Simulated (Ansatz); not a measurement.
Relaxed Bi2Te3 (Bi2Te3 type, space group R-3m):

```
CELL_PARAMETERS angstrom
      2.19356     1.26645    10.09527
     -2.19356     1.26645    10.09527
      0.00000    -2.53291    10.09527
ATOMIC_POSITIONS crystal
  Bi 0.40015 0.40015 0.40015
  Bi 0.59985 0.59985 0.59985
  Te 0.00000 0.00000 0.00000
  Te 0.20935 0.20935 0.20935
  Te 0.79065 0.79065 0.79065
```

Calculation: PBE-D3(BJ) (plane waves to 420 eV, PAW, scalar-relativistic; Ansatz, a quantum-chemistry and plane-wave program). k mesh 7×7×7 (Γ-centred), Fermi-Dirac smearing 0.05 eV. As the smearing reaches across the gap at some points, energies and forces of such displacements shift with the k mesh and the smearing. Bi2Te3 was relaxed with its symmetry unable to fall. Spin-orbit coupling is left out, though Bi and Te are heavy.

One atom of the cell was then moved (with its periodic images), all else fixed, and the forces (eV/Å) came out as:

```json
[
 {"atom": "Bi1", "Fx": "-6.039", "Fy": "3.487", "Fz": "-5.601"},
 {"atom": "Bi2", "Fx": "0.319", "Fy": "-0.184", "Fz": "0.165"},
 {"atom": "Te3", "Fx": "-0.820", "Fy": "0.474", "Fz": "-0.606"},
 {"atom": "Te4", "Fx": "-0.341", "Fy": "0.197", "Fz": "-0.180"},
 {"atom": "Te5", "Fx": "6.882", "Fy": "-3.973", "Fz": "6.223"}
]
```

Task: Which atom was moved, and by which vector (Å)?

Result: Te5, by (-0.53, 0.30, -0.42), 0.74 Å in all.

(For displaced atoms, the force is minus the slope of the energy, and its curvature is a force constant, which sets phonon frequencies.)
